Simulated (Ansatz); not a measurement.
## ZrRh3 under pressure

The calculation used DFT LDA, scalar-relativistic, plane waves, PAW (Ansatz). Plane waves to 420 eV; Γ-centred k mesh 12×12×12; Fermi-Dirac smearing of 0.15 eV. No spin polarisation. Phonons by linear response, acoustic sum rule imposed.

Equilibrium structure at this level:
```xyz
4
Lattice="3.8787 0.0000 0.0000 0.0000 3.8787 0.0000 0.0000 0.0000 3.8787" Properties=species:S:1:pos:R:3 pbc="T T T"
Zr    0.0000    0.0000    0.0000
Rh    0.0000    1.9394    1.9394
Rh    1.9394    0.0000    1.9394
Rh    1.9394    1.9394    0.0000
```

In a metal, frequencies and elastic constants depend on the k mesh and the smearing, soft modes and shear constants most.

Question: The cell is relaxed again at 8 and 25 GPa. How do volume, gap and optical modes at Γ (cm⁻¹, counted from the lowest optical one; a degenerate one stands once) change?

Answer:
```tsv
	0 GPa	8 GPa	25 GPa
V/V0	1.000	0.971	0.921
gap (eV)	0.00	0.00	0.00
mode 1	160	172	193
mode 4	181	192	213
mode 7	222	239	271
```